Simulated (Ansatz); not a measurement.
## Data sheet: PbSe (DFT)

PbSe:
Space group P-6m2 (No. 187); a = 4.2288 Å, b = 4.2288 Å, c = 3.9322 Å, α = 90.00°, β = 90.00°, γ = 120.00°

| atom | site | symmetry | x | y | z |
|---|---|---|---|---|---|
| Pb | 1a | -6m2 | 0.0000 | 0.0000 | 0.0000 |
| Se | 1f | -6m2 | 0.6667 | 0.3333 | 0.5000 |

Space group P-6m2 (No. 187); conventional cell a = 4.229 Å, b = 4.229 Å, c = 3.932 Å, α = 90.00°, β = 90.00°, γ = 120.00°.

Method: PBE in the plane-wave PAW code Ansatz. Structure relaxed to zero pressure with the same functional. Other levels are named where they apply.

**Cell and energy**

* **Volume per atom**: 30.45 Å³
* **Density**: 7.80 g/cm³
* **Formation energy from the elements (no fitted shifts)**: -0.45 eV/atom

**Electronic structure**

- Electronic character: metallic (no gap)
- Density of states at the Fermi level: 0.08 states/eV per atom (mean over ±0.08 eV)

**Mechanics**

Bulk modulus (Birch–Murnaghan fit): 41.3 GPa
Pressure derivative B′: 3.8

The cell is a constructed one: a structure type filled with these elements; neither database checked (COD, Materials Project) lists it. It is not the phase usual at ambient conditions (space group No. 225). Symmetry was held in the PBE relaxation; its stability against distortions is not shown here. The references are the lowest solids computed at this level, not always the standard phases. Spin–orbit coupling is left out wherever it is not named.

Potentials: the later of the program's two PAW sets.
